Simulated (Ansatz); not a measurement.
Relaxed-ion elastic tensor of BaC$_{2}$ in space group R-3m (No. 166; Ba on 3a, C on 6c) in GPa (Voigt order), the program Ansatz at the PBEsol level (PAW); density 4.88 g/cm³, 18.31 Å³ per atom.

|  | 1 | 2 | 3 | 4 | 5 | 6 |
|---|---|---|---|---|---|---|
| 1 | 86.4 | 30.1 | 32.7 | 6.5 | 0.0 | 0.0 |
| 2 | 30.1 | 86.4 | 32.7 | -6.5 | 0.0 | 0.0 |
| 3 | 32.7 | 32.7 | 128 | 0.0 | 0.0 | 0.0 |
| 4 | 6.5 | -6.5 | 0.0 | 23.6 | 0.0 | 0.0 |
| 5 | 0.0 | 0.0 | 0.0 | 0.0 | 23.6 | 6.5 |
| 6 | 0.0 | 0.0 | 0.0 | 0.0 | 6.5 | 28.1 |

Is the crystal mechanically stable?

Yes: the smallest eigenvalue of C is 19.0 GPa.

Work out the Voigt, Reuss and Hill averages.

K_V = 54.6, K_R = 52.8, K_H = 53.7; G_V = 28.8, G_R = 26.0, G_H = 27.4 GPa.

Give Young's modulus, Poisson's ratio, Pugh's ratio and the universal anisotropy index.

E = 9KG/(3K + G) = 70.2 GPa; ν = 0.28; K/G = 1.96 (ductile by the Pugh limit of 1.75); A_U = 5G_V/G_R + K_V/K_R − 6 = 0.56.

Estimate the sound speeds and the Debye temperature.

v_l = √((K + 4G/3)/ρ) = 4300 m/s, v_t = √(G/ρ) = 2370 m/s, mean 2640 m/s; Θ = (h/k)(3n/4πV)^(1/3) v_m = 298 K.

How much does each axis shrink under pressure?

Linear compressibilities β_i = Σ_j S_ij (j = 1 to 3): x 7.5, y 7.5, z 4.0 per TPa.

The workflow started from a Materials Project entry (that database holds measured and hypothetical structures alike); the Crystallography Open Database copy checked does not list it. Its standing as an ambient phase is unchecked. The PBEsol relaxation kept the symmetry of its start; phonons on a q-mesh show no instability. Its formation energy is positive at this level, so the cell may be metastable or incomplete. Scalar-relativistic: spin–orbit coupling is off unless named, which matters more the heavier the elements.

Potentials: the later of the program's two PAW sets.
